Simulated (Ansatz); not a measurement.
input.yaml (Ansatz 0.2.0):

```yaml
crystal:
  lattice:
    - [1.4926816871, 0.8618001739, 6.0905783913]
    - [-1.4926816871, 0.8618001739, 6.0905783913]
    - [0.0, -1.7236003478, 6.0905783913]
  atoms:
    - { symbol: Pt, position: [0.0, 0.0, 0.0], spin: -0.22 }
    - { symbol: Co, position: [0.5, 0.5, 0.5], spin: 2.44 }
    - { symbol: O, position: [0.1085295969, 0.1085295969, 0.1085295969] }
    - { symbol: O, position: [0.8914704031, 0.8914704031, 0.8914704031] }
basis:
  ecutwfc: 420
  ecutrho_ratio: 4
kpoints:
  mp_grid: { grid: [12, 12, 12] }
hamiltonian:
  xc: pbe
  hubbard:
    sites:
      - { species: Co, l: d, u_eff: 3.3, starting_ns: start.occupation_matrices }
    ns_hold: { iters: 6 }
scf:
  occupations: { method: gaussian, width: 0.05 }
  lower_state_search: "off"
output:
  forces: true
  stress: true
  eigenvalues: true
  populations: true
magnetization:
  spin_polarized: true
relax:
  f_tol: 0.01
  max_steps: 40
  cell: { stress_tol: 0.1, fix: [volume] }
```

Launched as:
```sh
ansatz run input.yaml --threads 2 --pin off --max-ram 2662MiB --backend cpu --events-out ev --progress --plain --runs-dir out
```

The file start.occupation_matrices holds the open shells' occupation matrices from the run at the neighbouring geometry.

The structure was built from a prototype; whether the compound forms in it isn't claimed.

**Question.** Before reading the output: what should come out?

**Answer.** Energy lowered by 0.6 meV/atom, pressure -2.8 GPa, gap on the mesh zero (metallic), site spin moments Pt -0.22; Co 2.24; O -0.08 μB (PBE+U, scalar-relativistic).

**Question.** About how long does the run take on 2 threads of Arm Neoverse N1, with other jobs on the host, and how much memory does it need?

**Answer.** About 3 min, with a peak of 0.82 GiB.

The output:

```
Pt: projections on atomic orbitals take those of the free atom [Kr 4d10 4f14] 5s2 5p6 5d9 6s1, of charge +0.00 (hamiltonian.pseudopotentials.projection_atoms); the dataset's partial waves leave at most 9.1e-5 of an orbital's norm unspanned inside its sphere
Co: projections on atomic orbitals take those of the free atom [Ne] 3s2 3p6 3d7 4s2, of charge +0.00 (hamiltonian.pseudopotentials.projection_atoms); the dataset's partial waves leave at most 1.4e-6 of an orbital's norm unspanned inside its sphere
O: projections on atomic orbitals take those of the free atom [He] 2s2 2p4, of charge +0.00 (hamiltonian.pseudopotentials.projection_atoms); the dataset's partial waves leave at most 1.9e-8 of an orbital's norm unspanned inside its sphere
hamiltonian.hubbard.sites[].starting_ns: atoms 1 take their starting occupation matrices from start.occupation_matrices, whose run converged
Pseudopotentials: kind: paw
Pseudopotential: Pt, paw, valence charge 18, recommended cutoff 420 eV (normal), Pt.paw.azcp
Pseudopotential: Co, paw, valence charge 17, recommended cutoff 420 eV (normal), Co.paw.azcp
Pseudopotential: O, paw, valence charge 6, recommended cutoff 420 eV (normal), O.paw.azcp
Crystal: 4 atoms, lattice volume = 47.009 Å³
Basis set: ecut = 420 eV, 903 PW (Γ), FFT grids on a1−a3, a2−a3, a3, exchange–correlation on 40×40×90 points (8 copies of the dense FFT grid, shifted against one another)
Bands: 30, of which v1, the nominal top of the filled ones, is band 24 counted from 1 (23 counted from 0)
Symmetry: 12 space group operations
Space group: R-3m (ITA 166), of the structure as read, at distance tolerance 3.6e-5 Å
Magnetic group: BNS 166.97 (UNI 1327), of the structure as read, at distance tolerance 3.6e-5 Å
k-points: 189 of 1728
Initial density: superposition of atomic densities (chi_scale 0.1, normalization cell, long waves kept (reshape's long-wave potential 0.21 eV rms))
Starting moments: Σ|m| = 2.66 μB on 2 of 4 sites
Initial wavefunctions: pseudopotential atomic-orbital guess
Functional: x = pbe(κ = 0.804, μ = 0.21951), c = pbe(β = 0.06672)
```

SCF trace (energy estimate counted from the last row; the run made several SCF loops, for ionic steps, more bands or searches for a lower state, numbered loop.iteration):
```tsv
iteration	ΔE (eV)	density residual (eV)	M (μB)
1.1	-5.256	1.10e2	0.566
1.2	-1.885	2.73e1	1.459
1.3	0.333	1.10e0	1.819
1.4	0.227	1.10e0	2.143
1.5	0.194	2.36e-1	2.086
1.6	0.119	4.21e-2	1.961
1.7	0.047	8.67e-3	1.970
1.8	4.1e-03	1.43e-3	1.954
1.9	3.3e-03	8.74e-4	1.956
1.10	2.1e-03	2.41e-3	1.944
1.11	2.3e-03	5.56e-5	1.954
1.12	2.3e-03	4.23e-5	1.953
1.13	2.3e-03	2.32e-5	1.953
…	…	…	…
4.11	0.000	1.81e-8	1.930
4.12	0.000	8.89e-10	1.930
4.13	0.000	6.61e-10	1.930
4.14	0.000	5.24e-11	1.930
```

```
SCF converged after 14 iterations
Magnetization: 1.9300 μB (24.4650 up, 22.5350 down)
Absolute magnetization: 2.9428 μB (∫|ρ↑−ρ↓|, with the PAW one-centre terms)
Per-site moments (μB) at R_I (Å): [(-0.22195, 0.81402), (2.23960, 0.83524), (-0.08239, 0.81402), (-0.08239, 0.81402)]
Free energy (F): -18780.264001 eV
E sigma→0 (E₀):  -18780.262843 eV
Entropy (-TS):   -0.002315 eV (-0.579 meV/atom)
Fermi energy:    13.355861 eV
--- Specified on-site occupations, and those of the state reported ---
  electrons in the specified blocks: 7.2288 specified, 7.2267 found
  site 1 (l=d) ↓: largest change of an orbital's occupation 0.0097; electrons 2.4451 specified, 2.4324 found; spectral distance 0.0087
  site 1 (l=d) ↑: largest change of an orbital's occupation 0.0049; electrons 4.7838 specified, 4.7943 found; spectral distance 0.0070
--- Forces (eV/Å), atoms counted from 1 ---
  atom   1  Pt     0.00000000     0.00000000     0.00000000
  atom   2  Co     0.00000000     0.00000000     0.00000000
  atom   3  O      0.00000000     0.00000000    -0.00806707
  atom   4  O      0.00000000     0.00000000     0.00806707
--- Stress (GPa, compression-positive) ---
       -2.749035       0.000000       0.000000
        0.000000      -2.749035       0.000000
        0.000000       0.000000      -2.847086
  P = ⅓ Tr σ = -2.7817 GPa (-27.817 kbar)
--- Band table (eV; the first three rows and the last of 378) ---
  k-point 0 ↑: bands = ["-84.9639", "-83.2246", "-47.1040", "-46.1545", "-46.1545", "-39.5371", "-38.8803", "-38.8803", "-6.2932", "-4.8357", "4.8046", "7.2340", "7.2340", "7.4299", "9.1077", "9.7965", "9.7965", "10.0156", "10.7874", "10.7874", "11.2271", "11.2271", "11.3021", "11.3021", "14.3884", "14.3884", "16.4593", "18.9705", "21.5952", "25.4202"]
  k-point 1 ↑: bands = ["-84.9634", "-83.2245", "-47.1037", "-46.1567", "-46.1550", "-39.5360", "-38.8901", "-38.8827", "-6.2340", "-4.8332", "4.8935", "7.1471", "7.2700", "7.5814", "9.0915", "9.6301", "9.7100", "10.1641", "10.7042", "10.9082", "11.0124", "11.0586", "11.1872", "11.5819", "14.2383", "14.3170", "16.6299", "19.3272", "21.7069", "25.6741"]
  k-point 2 ↑: bands = ["-84.9622", "-83.2240", "-47.1029", "-46.1627", "-46.1565", "-39.5331", "-38.9169", "-38.8896", "-6.0673", "-4.8275", "5.1426", "6.9590", "7.3660", "7.9088", "9.0793", "9.2255", "9.5152", "10.2908", "10.5376", "10.7686", "10.7890", "11.0691", "11.2808", "11.9233", "13.8648", "14.1198", "17.0074", "20.2169", "22.0299", "26.3378"]
  k-point 188 ↓: bands = ["-85.1258", "-80.3360", "-43.8671", "-43.5388", "-43.5388", "-39.7513", "-39.0699", "-39.0699", "-6.0385", "-5.4141", "7.2700", "7.3039", "7.5826", "9.3342", "9.3342", "9.8607", "9.8607", "10.6055", "10.6055", "11.2204", "11.2204", "13.0539", "13.0539", "15.4363", "16.6197", "16.6197", "17.9237", "18.4385", "21.9954", "24.3493"]
--- Relaxed structure (3 steps of the walk, 3 accepted, 1 SCFs on fresh bases) ---
  F+E_penalty+E_count = -18780.26400056 eV   max|allowed force component| = 8.067e-3 eV/Å   (the final SCF, on the basis selected at the relaxed cell)
  cell:  # Å, volume = 47.0093 Å³
    - [1.49695, 0.86427, 6.05589]
    - [-1.49695, 0.86427, 6.05589]
    - [0.00000, -1.72853, 6.05589]
  atoms:
    - { symbol: Pt, position: [0.00000, 0.00000, 0.00000] }
    - { symbol: Co, position: [0.5, 0.5, 0.50000] }
    - { symbol: O, position: [0.10862, 0.10862, 0.10862] }
    - { symbol: O, position: [0.89138, 0.89138, 0.89138] }
--- Löwdin populations: 4 sites ---
  site symbol       q [e]    m [muB]
     0     Pt     17.4398    -0.2968
     1     Co     15.7408     2.3603
     2      O      6.8029    -0.0725
     3      O      6.8029    -0.0725
```

Absolute energies hang on the potentials; compare differences alone.

Open d and f shells can converge to several self-consistent states; this is the one that the run reached. These numbers lack spin–orbit coupling. Site moments are of spin, integrated over atomic spheres.
